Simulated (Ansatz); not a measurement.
Ansatz input

```yaml
crystal:
  lattice:
    - [-1.6326270592, 1.6326270592, 1.6326270592]
    - [1.6326270592, -1.6326270592, 1.6326270592]
    - [1.6326270592, 1.6326270592, -1.6326270592]
  atoms:
    - { symbol: As, position: [0.0, 0.0, 0.0] }
hamiltonian:
  xc: pbesol
  pseudopotentials:
    kind: paw
    azcp:
      As: "pseudopotentials/As.paw.azcp"
basis:
  ecutwfc: 420
  fft_grid_basis: typed
kpoints:
  mp_grid: { grid: [15, 15, 15], shift: [0, 0, 0] }
magnetization:
  spin_polarized: false
scf:
  occupations: { method: fermi_dirac, width: 0.1 }
  lower_state_search: "off"
output:
  stress: true
```

Output

```
Warning: the record states the generating functional pbe (its physics header spells it `PBE`), which answers neither for hamiltonian.xc's functional nor for the pbesol family's — results may be inconsistent (PPs are generated against a specific XC)
Engine: ansatz 0.2.0, x86_64-unknown-linux-gnu
Pseudopotentials: kind: paw
Pseudopotential: As, paw, valence charge 15, recommended cutoff 420 eV (normal) 
Functional definition: PBEsol
  exchange = pbesol_x
  correlation = pbesol_c
Crystal: 1 atoms, lattice volume = 17.407 Å³
Basis set: ecut = 420 eV, 321 PW (Γ)
Bands: 12, of which v1, the nominal top of the filled ones, is band 8 counted from 1 (7 counted from 0)
Symmetry: 48 space group operations
Space group: Im-3m (ITA 229), of the structure as read, at distance tolerance 2.6e-5 Å
k-points: 120 of 3375
Non-local potential: As, projectors of the file, l = 0: 2, l = 1: 2, l = 2: 3, l = 3: 1
PAW form: soft (Blöchl's): semilocal exchange-correlation on the pseudo side does not see the compensation charge
PAW frozen core: As, regenerated for the run's functional, and the local potential with it (the file was generated under x = pbe(κ = 0.804, μ = 0.2195149727645171), c = pbe(β = 0.06672455060314922))
PAW one-centre angular grid: As, 590 points (default); XC on 64 Gauss nodes
Initial density: superposition of atomic densities (neutral atoms: chi_scale 0, normalization atom), corrected by the library's trained network
Initial wavefunctions: pseudopotential atomic-orbital guess
Functional: x = pbesol(κ = 0.804, μ = 0.12345679012345678), c = pbesol(β = 0.046)
SCF iter   1: F=—  HF=-4812.644573 eV  |F-HF|=—  |Δ(HF+E_count)|=         —  Δρ=1.30e-3  dr2=5.74e-5  ethr=1.77e-3  ⟨swp⟩=5.1  Hψ=8312  notcnv=0
SCF iter   2: F=—  HF=-4812.644399 eV  |F-HF|=—  |Δ(HF+E_count)|=   1.74e-4  Δρ=6.53e-4  dr2=1.47e-5  ethr=3.83e-7  ⟨swp⟩=2.0  Hψ=3316  notcnv=0
SCF iter   3: F=—  HF=-4812.644422 eV  |F-HF|=—  |Δ(HF+E_count)|=   2.31e-5  Δρ=1.85e-4  dr2=1.54e-6  ethr=9.77e-8  ⟨swp⟩=2.0  Hψ=2320  notcnv=0
SCF iter   4: F=—  HF=-4812.644424 eV  |F-HF|=—  |Δ(HF+E_count)|=   2.40e-6  Δρ=7.60e-5  dr2=8.91e-7  ethr=1.03e-8  ⟨swp⟩=2.0  Hψ=2330  notcnv=0
SCF iter   5: F=—  HF=-4812.644423 eV  |F-HF|=—  |Δ(HF+E_count)|=   8.12e-7  Δρ=3.79e-5  dr2=2.39e-7  ethr=5.94e-9  ⟨swp⟩=2.2  Hψ=2190  notcnv=0
SCF iter   6: F=-4812.644423 eV  HF=-4812.644423 eV  |F-HF|=5.00e-8  |Δ(HF+E_count)|=   3.08e-7  Δρ=9.97e-6  dr2=1.68e-8  ethr=6.67e-10  ⟨swp⟩=4.0  Hψ=4544  notcnv=0
SCF 1 converged in 6 iterations: F = -4812.644423 eV  dr2 = 1.68e-8
SCF converged after 6 iterations
Free energy (F): -4812.644423 eV
Harris-Foulkes:  -4812.644423 eV  (|F-HF|=5.00e-8)
Internal energy: -4812.627168 eV  (E = F + TS)
E sigma→0 (E₀):  -4812.635795 eV
Entropy (-TS):   -0.017255 eV (-17.255 meV/atom)
Fermi energy:    13.915145 eV
--- Per-component energies (eV) ---
  E_band       = -185.083602
  E_kinetic    = 103.508497
  E_local      = -1370.581212  (includes V_loc(G=0)·N_el)
  E_nonlocal   = -668.555072
  E_hartree    = 799.106394
  E_xc         = -79.483933
  E_vxc        = -80.213465  (∫ρ·V_xc dr)
  E_paw        = -1792.089278  (= ΣΔE_a)
  E_vpaw       = 232.537744  (= ΣTr[D̂ρ^β])
  E_aug_tail   = 0.000008  (compensation charges beyond the density's cutoff)
  E_ewald      = -1805.498999
  E_core_change = 0.966429  (= ΣΔE_core)
  E_smearing   = -0.017255  (= −TS)
  E_closure    = -0.000000  (closes the sum)
  Σ components = -4812.644423   (vs F -4812.644423, Δ=0.00e0)
--- Stress (GPa, compression-positive) ---
        4.178865       0.000000       0.000000
        0.000000       4.178865      -0.000000
        0.000000       0.000000       4.178865
  P = ⅓ Tr σ = 4.1789 GPa (41.789 kbar)
```
